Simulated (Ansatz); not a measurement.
**Relaxing a structure of ZnNi**

The start is a randomly generated symmetric cell of ZnNi (space group No. 186). Cell shape, volume and atoms are optimised at zero target pressure with PBE (plane waves to 420 eV, PAW, scalar-relativistic; Ansatz, a quantum-chemistry and plane-wave program). The first steps use a coarse 9×9×9 k-mesh.

The start:
```
ZnNi
1.0
    4.31826     0.00000     0.00000
   -2.15913     3.73972     0.00000
    0.00000     0.00000     3.56169
Ni Zn
2 2
Cartesian
  0.00000   2.49315   2.97337
  2.15913   1.24657   1.19253
  0.00000   0.00000   0.54874
  0.00000   0.00000   2.32959
```
Spin-polarised start, with parallel moments on Ni.

* **Outcome**: The space group goes from P6₃mc (No. 186) to P6₃/mmc (No. 194); the end is NiAs type, with 4 atoms in the primitive cell
* **Energy released**: about 1.9 eV/atom
* **Volume change**: -14.9 %, from 14.38 to 12.23 Å³/atom
* **Band gap at the end**: zero (metallic)
* **Moments at the end**: zero (the starting moments vanished)
* **Optimiser moves**: 44

Relaxed structure:

```cif
data_Ni2Zn2
_chemical_formula_sum 'Ni2 Zn2'
_space_group_name_H-M_alt 'P63/mmc'
_space_group_IT_number 194
_space_group_name_Hall '-P 6c 2c'
_cell_length_a 2.64264
_cell_length_b 2.64264
_cell_length_c 8.09176
_cell_angle_alpha 90.000
_cell_angle_beta 90.000
_cell_angle_gamma 120.000
loop_
_atom_site_label
_atom_site_type_symbol
_atom_site_symmetry_multiplicity
_atom_site_Wyckoff_symbol
_atom_site_fract_x
_atom_site_fract_y
_atom_site_fract_z
_atom_site_occupancy
Ni1 Ni 2 c 0.33333 0.66667 0.25000 1
Zn1 Zn 2 a 0.00000 0.00000 0.00000 1
```

Final values are on a 20×20×6 k-mesh of the relaxed cell. The start holds a very short contact (Zn–Zn 1.78 Å). No spin polarisation in the result: the starting moments vanished. A magnetic state may lie lower.

The run could not lose the symmetry of its start; a randomly shaken copy of 8 atoms returns to this structure.

The relaxed structure here is a generated cell of ZnNi: the first start was made by a random draw of sites in a space group, and the end was not matched to a known phase here, so it may be hypothetical.
